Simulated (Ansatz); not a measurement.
**Ti$_{3}$O$_{4}$: a vibration from a frozen displacement**

These are results of Ansatz 0.2.0, DFT PBEsol, scalar-relativistic, plane waves, PAW, not measurements. The runs took a 420 eV cutoff, a Γ-centred 8×8×14 mesh and Gaussian smearing (0.15 eV). No spin polarisation. Energies are free energies at this smearing, counted from the undisturbed cell; pressure is positive in compression.

Zero of the scan (relaxed at this level; it needn't be the usual structure):

```
Ti O
1.0
     2.91282   -4.03035    0.00000
     2.91282    4.03035    0.00000
     0.00000    0.00000    2.96903
Ti O
3 4
Direct
  0.00000 0.00000 0.50000
  0.50000 0.00000 0.00000
  0.00000 0.50000 0.00000
  0.76278 0.76278 0.00000
  0.25888 0.74112 0.50000
  0.23722 0.23722 0.00000
  0.74112 0.25888 0.50000
```

Every O atom is moved by x along the Cartesian unit vector (0.000, 0.000, 1.000); the cell and all other atoms stay fixed. The cell's volume is 69.71 Å³; the moved atoms weigh 63.996 u together and the others 143.601 u. Some rows repeat others by symmetry and weren't run.

```csv
x (Å),ΔE (meV/cell),total force on the moved atoms along the move (eV/Å),pressure (GPa)
-0.1000,177.42,3.5942,1.5698
-0.0875,135.41,3.1270,1.2057
-0.0750,99.21,2.6662,0.8902
-0.0625,68.73,2.2116,0.6233
-0.0500,43.90,1.7622,0.4049
-0.0375,24.66,1.3176,0.2350
-0.0250,10.95,0.8766,0.1136
-0.0125,2.73,0.4376,0.0407
0.0000,0.00,0.0000,0.0164
0.0125,2.73,-0.4376,0.0407
0.0250,10.95,-0.8766,0.1136
0.0375,24.66,-1.3176,0.2350
0.0500,43.90,-1.7622,0.4049
0.0625,68.73,-2.2116,0.6233
0.0750,99.21,-2.6662,0.8902
0.0875,135.41,-3.1270,1.2057
0.1000,177.42,-3.5942,1.5698
```

Question: What frequency belongs to this motion?

Answer: The force constant is k = −dF/dx = 35.008 eV/Å², from the parabola through x = -0.0125, 0 and 0.0125. In every cell the moved atoms swing against the rest, so the mass is μ = m₁m₂/(m₁ + m₂) = 44.268 u, and ν̃ = 521.5 cm⁻¹ × √(|k|/μ) = 464 cm⁻¹. The pattern needn't be a normal mode: ν̃² is then a weighted mean of the squared nonzero frequencies at the zone centre of this cell, so it lies between the lowest and the highest of them.

Question: How far does the harmonic law reach?

Answer: At x = -0.100 Å, kx²/2 = 175.04 meV against the computed 177.42 meV (+1.4 %): the well is still close to harmonic there.

Question: The pressure changes with x². What does that say about the frequency under compression?

Answer: With E = k(V)x²/2, k ∝ V^(−2γ) and x scaling with the cell as V^(1/3), P − P0 = −∂E/∂V = (2γ − 2/3) ΔE/V. At x = 0.0250 Å, V(P − P0) = 69.71 × 0.09719 / 160.2 eV = 42.29 meV and ΔE = 10.95 meV, so γ = 1/3 + V(P − P0)/(2ΔE) = 2.26. This is the Grüneisen parameter of the motion under uniform scaling of the cell: shrinking the cell evenly by 1 % in volume raises the frequency by about 2.26 %.

No gap shows at this level, though a semilocal functional can close a small gap that the real compound has; without a gap these slopes depend on the k mesh and the smearing.